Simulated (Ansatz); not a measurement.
Ga3P2N, ordered on the zincblende lattice (I-4m2) with 6 atoms a cell, relaxed with r2SCAN. The symmetry is I-4m2 (No. 119, tetragonal); a = 3.649 Å, c = 15.256 Å in the conventional setting, 16.93 Å³ an atom. N has 4 Ga at 2.07 Å; Ga has 2 N at 2.07 Å and 2 P at 2.31 Å; P has 4 Ga at 2.31 Å; Ga has 4 P at 2.31 Å.

```
N Ga P
1.0
    -1.82467    1.82467    7.62784
     1.82467   -1.82467    7.62784
     1.82467    1.82467   -7.62784
N Ga P
1 3 2
Direct
  0.00000 0.00000 0.00000
  0.56450 0.06450 0.50000
  0.25000 0.75000 0.50000
  0.93550 0.43550 0.50000
  0.65741 0.65741 0.00000
  0.34259 0.34259 0.00000
```

4 runs of the PAW code Ansatz on this cell differ in the functional (and in the settings that go with it). Levels are in eV from each run's valence top; v1 is the last filled band, c1 the first empty one.

Run A, mean stress +3.3 GPa (compression positive):

| point | v4 | v3 | v2 | v1 | c1 | c2 |
| --- | --- | --- | --- | --- | --- | --- |
| Γ | -1.80 | -0.37 | 0.00 | 0.00 | 0.29 | 2.45 |
| X | -3.63 | -3.35 | -2.88 | -2.81 | 1.68 | 2.44 |
| P | -3.21 | -3.15 | -3.09 | -2.98 | 2.08 | 2.44 |
| N | -2.71 | -1.31 | -0.72 | -0.62 | 1.29 | 3.28 |
| M | -1.34 | -1.34 | -0.50 | -0.50 | 1.53 | 2.35 |
| S | -1.86 | -1.58 | -0.79 | -0.55 | 1.21 | 3.12 |

Run B, mean stress +0.3 GPa (compression positive):

| point | v4 | v3 | v2 | v1 | c1 | c2 |
| --- | --- | --- | --- | --- | --- | --- |
| Γ | -1.98 | -0.47 | 0.00 | 0.00 | 1.70 | 3.96 |
| X | -4.05 | -3.83 | -3.18 | -3.12 | 3.04 | 3.97 |
| P | -3.65 | -3.58 | -3.40 | -3.23 | 3.48 | 3.85 |
| N | -3.06 | -1.50 | -0.80 | -0.68 | 2.82 | 4.94 |
| M | -1.49 | -1.49 | -0.54 | -0.54 | 2.89 | 3.89 |
| S | -1.99 | -1.83 | -0.87 | -0.61 | 2.71 | 4.77 |

Run C, mean stress +0.5 GPa (compression positive):

| point | v4 | v3 | v2 | v1 | c1 | c2 |
| --- | --- | --- | --- | --- | --- | --- |
| Γ | -1.95 | -0.48 | 0.00 | 0.00 | 1.06 | 3.29 |
| X | -3.99 | -3.77 | -3.15 | -3.08 | 2.36 | 3.28 |
| P | -3.59 | -3.53 | -3.36 | -3.20 | 2.79 | 3.16 |
| N | -3.03 | -1.48 | -0.78 | -0.67 | 2.15 | 4.24 |
| M | -1.46 | -1.46 | -0.53 | -0.53 | 2.21 | 3.20 |
| S | -1.97 | -1.81 | -0.85 | -0.60 | 2.04 | 4.09 |

Run D, mean stress 0.0 GPa (compression positive):

| point | v4 | v3 | v2 | v1 | c1 | c2 |
| --- | --- | --- | --- | --- | --- | --- |
| Γ | -1.88 | -0.41 | 0.00 | 0.00 | 0.61 | 2.77 |
| X | -3.76 | -3.47 | -3.00 | -2.95 | 1.96 | 2.75 |
| P | -3.33 | -3.26 | -3.21 | -3.11 | 2.39 | 2.70 |
| N | -2.81 | -1.38 | -0.76 | -0.65 | 1.61 | 3.67 |
| M | -1.40 | -1.40 | -0.52 | -0.52 | 1.79 | 2.69 |
| S | -1.92 | -1.65 | -0.82 | -0.58 | 1.51 | 3.55 |

Problem. Match the runs to PBE, r2SCAN, HSE06, PBE0.

Solution. A is PBE, B is PBE0, C is HSE06, D is r2SCAN. In order of the gap: PBE 0.29, r2SCAN 0.61, HSE06 1.06, PBE0 1.70 eV.

No spin polarisation. The prototype was imposed, so other structures may be more stable.

The program warns that its thresholds are loose for a hybrid's stress.
